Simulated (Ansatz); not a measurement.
## Calculated Fe-57 Mössbauer parameters for AlN with Fe replacing Al

Cell: a supercell of AlN (wurtzite type, P6_3mc) built from a COD entry (the entry's cell lengths or inner coordinates differ somewhat from later room-temperature determinations), with all atoms left at the host's positions.

```
Fe Al N
1.0
     9.33900    0.00000    0.00000
    -3.11300    5.39187    0.00000
     0.00000    0.00000    9.96200
Fe Al N
1 23 24
Direct
  0.11111 0.33333 0.00000
  0.11111 0.33333 0.50000
  0.11111 0.83333 0.00000
  0.11111 0.83333 0.50000
  0.44444 0.33333 0.00000
  0.44444 0.33333 0.50000
  0.44444 0.83333 0.00000
  0.44444 0.83333 0.50000
  0.77778 0.33333 0.00000
  0.77778 0.33333 0.50000
  0.77778 0.83333 0.00000
  0.77778 0.83333 0.50000
  0.22222 0.16667 0.25000
  0.22222 0.16667 0.75000
  0.22222 0.66667 0.25000
  0.22222 0.66667 0.75000
  0.55556 0.16667 0.25000
  0.55556 0.16667 0.75000
  0.55556 0.66667 0.25000
  0.55556 0.66667 0.75000
  0.88889 0.16667 0.25000
  0.88889 0.16667 0.75000
  0.88889 0.66667 0.25000
  0.88889 0.66667 0.75000
  0.11111 0.33333 0.19000
  0.11111 0.33333 0.69000
  0.11111 0.83333 0.19000
  0.11111 0.83333 0.69000
  0.44444 0.33333 0.19000
  0.44444 0.33333 0.69000
  0.44444 0.83333 0.19000
  0.44444 0.83333 0.69000
  0.77778 0.33333 0.19000
  0.77778 0.33333 0.69000
  0.77778 0.83333 0.19000
  0.77778 0.83333 0.69000
  0.22222 0.16667 0.44000
  0.22222 0.16667 0.94000
  0.22222 0.66667 0.44000
  0.22222 0.66667 0.94000
  0.55556 0.16667 0.44000
  0.55556 0.16667 0.94000
  0.55556 0.66667 0.44000
  0.55556 0.66667 0.94000
  0.88889 0.16667 0.44000
  0.88889 0.16667 0.94000
  0.88889 0.66667 0.44000
  0.88889 0.66667 0.94000
```

Sites (sets of like atoms) are named by element and the number of their first atom in this list.

The numbers come from a DFT calculation in Ansatz (PBE, plane waves and PAW, scalar-relativistic, collinear spin, 420 eV cutoff, Γ-centred 3×4×2 k-points, Fermi–Dirac smearing 0.01 eV). Start moments as typed (μB): 5 on each Fe, none on the rest. The program fits them to the shells of the files, so those used differ somewhat.

Isomer shifts (against α-Fe) follow from the electron density at the nucleus, δ = α(ρ − ρ₀), with α = -0.366 mm s⁻¹ a₀³ and ρ₀ = 14904.00 a₀⁻³ from a line fitted to 10 measured compounds at this level of theory (rms miss 0.11 mm/s). ΔE_Q = ½eQV_zz(1 + η²/3)^½ with Q = 0.160 b for the 14.4 keV state. B_c is the Fermi-contact field along the atom's own moment; orbital and dipolar fields are not included.

(1) Where do the absorption lines lie when the magnetic splitting is averaged out (above the ordering temperature, with the gradients of this state)?

(2) And the six lines of Fe from the contact field alone, leaving the quadrupole term aside?

Answers

(1) Fe (1 atom a cell): δ = -0.06, |ΔE_Q| = 0.10 mm/s, a doublet too narrow to resolve, seen as one line at -0.06 mm/s.

(2) With |B_c| = 23.5 T and nuclear moments 0.090604 and -0.15532 μN the lines lie at -3.85, -2.25, -0.66, 0.54, 2.14, 3.74 mm/s, in the ratio 3:2:1:1:2:3 for a powder.

The defect repeats with the cell of 48 atoms, so it feels its images: sites between two images don't show the values beside a lone defect, and zeros or small values of η there can come from the images' arrangement. The program didn't check the stability of this electronic state in full, so a lower one may lie near. With these PAW files V_zz is typically within 2 to 3 % of all-electron values, but misses above 10 % occur on Fe. The neighbours have not yet relaxed around the defect (largest force 1.4 eV/Å), so a real crystal will differ. Semilocal functionals underestimate the core's spin polarisation, so contact fields of ionic iron come out too small in magnitude.
